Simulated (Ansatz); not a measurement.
BC5 in space group P3m1 (No. 156; Pearson symbol hP6) under volume change, plane-wave PAW PBEsol (Ansatz code), shape and atoms relaxed at each volume.

| V (Å³/atom) | E − E(relaxed) (meV/atom) | P (GPa) |
|---|---|---|
| 5.382 | 67.4 | 43.67 |
| 5.560 | 28.5 | 27.01 |
| 5.737 | 6.8 | 12.56 |
| 5.915 | 0.0 | 0.00 |
| 6.092 | 6.2 | -10.91 |
| 6.269 | 23.6 | -20.39 |
| 6.447 | 50.9 | -28.62 |

Task: What does a third-order Birch–Murnaghan fit give for V₀, B₀ and B′?

Result: V₀ = 5.91 Å³/atom, B₀ = 389 GPa, B′ = 3.7.

The start of the workflow was typed in or built on a structure type; the Crystallography Open Database copy checked does not list it. Its standing as an ambient phase is unchecked. The PBEsol relaxation kept the symmetry of its start; whether a distortion lowers the energy is not shown. Its formation energy is positive at this level, so the cell may be metastable or incomplete.

Potentials: the later of the program's two PAW sets.
